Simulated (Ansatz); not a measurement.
A trial structure of ScGaTe3 was built thus: random cell by space group and Wyckoff sites (Cmmm, No. 65). The dimensions are guesses.

```
Sc Ga Te
1.0
     2.49103   -3.66053    0.00000
     2.49103    3.66053    0.00000
     0.00000    0.00000    8.66981
Sc Ga Te
1 1 3
Direct
  0.50000 0.50000 0.00000
  0.00000 0.00000 0.50000
  0.50000 0.50000 0.31715
  0.50000 0.50000 0.68285
  0.00000 0.00000 0.00000
```

Computed with DFT PBE, scalar-relativistic, plane waves, PAW (Ansatz 0.2.0). Cutoff 420 eV, Gaussian smearing, Γ-centred meshes. Cell and atoms relax first on a coarse mesh and then on a finer one. In between, the cell is made exact in the group found at 0.06 Å. In metals the finer mesh still leaves noise of several meV/atom or more. The steps can't lower the symmetry of their start. No spin polarisation in the relaxation; trial moments died out in a coarse test.

A guess keeps its type if space group and coordination stay and the shape of the cell changes little (axis ratios within about 15 %, angles within 6°); the volume may change.

Q: Will the relaxed cell still be of the starting type?

A: It doesn't keep its type. The symmetry goes from Cmmm (No. 65) to P4/mmm (No. 123). The volume per atom shrinks by 7.3 %, from 31.6 to 29.3 Å³. The shortest distance goes from 2.49 Å (Sc–Te) to 2.83 Å (Sc–Te). Counting neighbours within 15 % of an atom's shortest distance, the start has Ga 4, Sc 4, Te 2/3 and the end Ga 8, Sc 6, Te 4/5. In detail, at the end Sc has 6 Te at 2.83–2.90 Å; Ga has 8 Te at 3.29 Å; around Te on a site of symmetry 4mm lie 1 Sc at 2.90 Å, 4 Ga at 3.29 Å and 1 Te at 3.36 Å; 1 more site not described.

```cif
data_structure
_symmetry_space_group_name_H-M 'P4/mmm'
_symmetry_Int_Tables_number 123
_cell_length_a 4.0015
_cell_length_b 4.0015
_cell_length_c 9.1579
_cell_angle_alpha 90.000
_cell_angle_beta 90.000
_cell_angle_gamma 90.000
_cell_volume 146.63
loop_
_atom_site_label
_atom_site_type_symbol
_atom_site_symmetry_multiplicity
_atom_site_Wyckoff_symbol
_atom_site_fract_x
_atom_site_fract_y
_atom_site_fract_z
_atom_site_occupancy
Sc1 Sc 1 c 0.50000 0.50000 0.00000 1
Ga1 Ga 1 b 0.00000 0.00000 0.50000 1
Te1 Te 2 h 0.50000 0.50000 0.31656 1
Te2 Te 1 a 0.00000 0.00000 0.00000 1
```

The zero of energy is the elements' standard structures at the same level; no fitted shifts are applied.

Q: At what energy does it end?

A: −0.41 eV/atom. It lies below the elements, which doesn't yet make it stable against other compounds or structures.

The last run used a 10×10×4 mesh (in the run's order of axes) for its 5-atom cell and Gaussian smearing of 0.10 eV. These runs have no spin–orbit coupling, which can matter for Te. The reference form of Te is held partly by dispersion forces, which this level lacks. Symmetry constrained the relaxation, so the result can be a saddle point.

In counts of neighbours, a slash parts the counts of unlike sites.
